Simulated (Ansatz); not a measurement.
# LaScBe: reading a single point

```
Sc Be La
1.0
     0.00000    4.17709    0.00000
     4.17709    0.00000    0.00000
     2.08854    2.08854   -7.63755
Sc Be La
2 2 2
Cartesian
  0.0000 2.0885 0.0000
  2.0885 0.0000 0.0000
  2.0885 2.0885 -5.8045
  4.1771 4.1771 -1.8330
  2.0885 2.0885 -2.6747
  4.1771 4.1771 -4.9629
```

The numbers come from plane-wave PAW DFT (Ansatz): r2SCAN, no spin polarisation, 500 eV, 8×8×8 Γ-centred k points, fermi-dirac occupations (width 0.0354 eV). Nothing was relaxed.

Charges: Bader charges in e: La +0.77, Sc +0.96, Be -1.60. In the mean Sc gives up most and Be takes most. There is one density maximum away from the nuclei.
Stress: The pressure is 4.9 GPa (compression positive), so with the atoms held at these fractions the cell would first expand. The principal stresses 1.8, 6.4, 6.4 GPa differ, so its shape would change too.
Electronic structure: It is a metal, with about 7.8 states/eV a cell as the mean within 0.25 eV of the Fermi level, mostly La d (43 %) and Sc d (32 %).
Forces: The largest is on La5 (and as large on other atoms): 0.76 eV/Å, components (0.00, 0.00, -0.76). It makes 106° with the line to a nearest neighbour, Be4 at 3.07 Å.

Origin: a known structure type with other elements, at an estimated volume, so it need not be a known compound. Caveats: many states at the Fermi level without spin polarisation, so a magnetic state may lie lower; f levels without a U or exact exchange are poorly placed.
